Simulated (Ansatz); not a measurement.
The start is a generated trial cell of Bi in the diamond structure type. The cell and all atomic positions are relaxed at zero pressure with PBE (plane waves to 420 eV, PAW, scalar-relativistic; Ansatz, a quantum-chemistry and plane-wave program). The first steps use a coarse 9×9×9 k-mesh.

Input geometry:
```
CELL_PARAMETERS angstrom
      0.00000     3.25295     3.25295
      3.25295     0.00000     3.25295
      3.25295     3.25295     0.00000
ATOMIC_POSITIONS crystal
  Bi 0.25000 0.25000 0.25000
  Bi 0.00000 0.00000 0.00000
```

How large is the pressure on the unrelaxed cell, and of which sign?

+20.7 GPa (positive: the cell is compressed).

How much energy is released per atom?

0.67 eV/atom.

How does the volume change?

+40.6 %, from 34.42 to 48.40 Å³/atom.

Is the relaxed structure metallic? Give its gap.

No gap (metallic).

Give the final cell and atomic positions.


Space group Fd-3m, origin choice 1 (No. 227); a = b = c = 7.2887 Å, α = β = γ = 90.00°

| atom | site | symmetry | x | y | z |
|---|---|---|---|---|---|
| Bi | 8a | -43m | 0.0000 | 0.0000 | 0.0000 |
(The calculation used a cell of 2 atoms; values per cell refer to that cell.)

The space group stays Fd-3m (No. 227) (the run could not lower it); the end is diamond type, with 2 atoms in the primitive cell. Final values are on a 11×11×11 k-mesh of the relaxed cell. No spin polarisation in the result.

The run could not lose the symmetry of its start: the end is stationary, and may be a saddle point rather than a minimum.

All atoms sit on sites fixed by symmetry, so only the cell could relax.

The relaxed structure here is a generated cell of Bi: the first start was made by placing the elements on the sites of a structure type, and the end was not matched to a known phase here, so it may be hypothetical. Known forms of Bi include space group No. 166.
